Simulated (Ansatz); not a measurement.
CuCl:
```
CELL_PARAMETERS angstrom
      0.00000     2.71203     2.71203
      2.71203     0.00000     2.71203
      2.71203     2.71203     0.00000
ATOMIC_POSITIONS crystal
  Cu 0.00000 0.00000 0.00000
  Cl 0.75000 0.75000 0.75000
```

x, y and z are the axes in which the lattice vectors are written.

**Question.** Give the high-frequency dielectric tensor and the Born effective charge tensors of the independent atoms from DFPT, PBE in the plane-wave PAW code Ansatz.

**Answer.** 
ε∞:
```
5.27  0.00  0.00
0.00  5.27  0.00
0.00  0.00  5.27
```
Z* of atom 1 (Cu), rows: field, columns: displacement, in e:
```
1.14  0.00  0.00
0.00  1.14  0.00
0.00  0.00  1.14
```
Z* of atom 2 (Cl), rows: field, columns: displacement, in e:
```
-1.14   0.00   0.00
 0.00  -1.14   0.00
 0.00   0.00  -1.14
```

Static charges for comparison (Bader): Cu1 +0.60, Cl2 -0.60 e. Born charges measure polarisation by displacement and can exceed these by far.

Space group F-43m (zinc blende). The PBE relaxation kept the symmetry of its start. The run is not spin-polarised.

Potentials: the later of the program's two PAW sets.
